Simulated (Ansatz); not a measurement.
SrCd + SrPt₂ → Sr₂CdPt₂

All three solids are relaxed on PAW files, and every method takes those cells: Sr₂CdPt₂ in Immm, a = 4.52 Å, b = 5.88 Å, c = 9.08 Å, α = 90.00°, β = 90.00°, γ = 90.00°, 9×9×9 k mesh, smearing 0.05 eV; SrCd in Pm-3m, a = 3.98 Å, b = 3.98 Å, c = 3.98 Å, α = 90.00°, β = 90.00°, γ = 90.00°, 10×10×10 k mesh, smearing 0.05 eV; SrPt₂ in Fd-3m, a = 7.76 Å, b = 7.76 Å, c = 7.76 Å, α = 90.00°, β = 90.00°, γ = 90.00°, 7×7×7 k mesh, smearing 0.05 eV.

The product's cell, then the reactants':

```xyz
5
Lattice="-2.2620 2.9379 4.5389 2.2620 -2.9379 4.5389 2.2620 2.9379 -4.5389" Properties=species:S:1:pos:R:3 pbc="T T T"
Sr    0.0000    2.9379    1.8198
Sr    2.2620    0.0000    2.7191
Cd    0.0000    0.0000    0.0000
Pt    0.0000    1.3458    4.5389
Pt    2.2620    1.5921    0.0000
```

```
Sr Cd
1.0
     3.97994    0.00000    0.00000
     0.00000    3.97994    0.00000
     0.00000    0.00000    3.97994
Sr Cd
1 1
Direct
  0.50000 0.50000 0.50000
  0.00000 0.00000 0.00000
```

```xyz
6
Lattice="0.0000 3.8775 3.8775 3.8775 0.0000 3.8775 3.8775 3.8775 0.0000" Properties=species:S:1:pos:R:3 pbc="T T T"
Sr    1.9388    1.9388    1.9388
Sr    0.0000    0.0000    0.0000
Pt    2.9082    4.8469    2.9082
Pt    2.9082    2.9082    4.8469
Pt    4.8469    2.9082    2.9082
Pt    4.8469    4.8469    4.8469
```

Computed with Ansatz 0.2.0; functional PBEsol, scalar-relativistic. Settings: no spin polarisation. Methods: LAPW: all electrons, basis error target 0.5 meV/atom; PAW: frozen-core files, cutoff 420 eV.

Energies are at zero smearing and zero temperature. The structures come from databases; a reactant may be hypothetical or may itself decompose, and needn't be the lowest polymorph.

Spin–orbit coupling is left out, which matters for the heavy atoms. The PAW files were made under PBE.

Q: What is the reaction energy per atom of the product, by each method?

A: LAPW -75.4 meV/atom; PAW -75.6 meV/atom. The product is favoured against these reactants.

Q: How does the volume change, and what would pressure do?

A: It changes by -0.6 %, so pressure favours the product.
